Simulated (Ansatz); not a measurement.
Sb2W (Cmc2_1), relaxed and computed with several functionals in Ansatz (plane waves, PAW).

```csv
functional,a (Å),c (Å),V (Å³/atom),ΔH_f (eV/atom)
PBE,…,…,…,…
PBEsol,3.361,5.944,21.36,0.31
r²SCAN,3.443,5.930,21.86,0.37
```

Question: Complete the blanks.

Answer: 
- PBE, a (Å): 3.413
- PBE, c (Å): 6.013
- PBE, V (Å³/atom): 22.19
- PBE, ΔH_f (eV/atom): 0.37

Typed or built starts, not in the databases checked: Sb2W, Cmc2_1 (W on 4a, Sb on 4a, Sb on 4a). All cells were relaxed under the symmetry of their starts (and spin orders); stability against distortions was not tested throughout. Rows with no word on spin ran without spin polarisation. Spin–orbit coupling is left out wherever it is not named.

Potentials: the later of the program's two PAW sets.

Ansatz (a quantum-chemistry and plane-wave program) is a plane-wave DFT program.

Formation energies count from the lowest solids of the elements computed at the same level, not from gases.
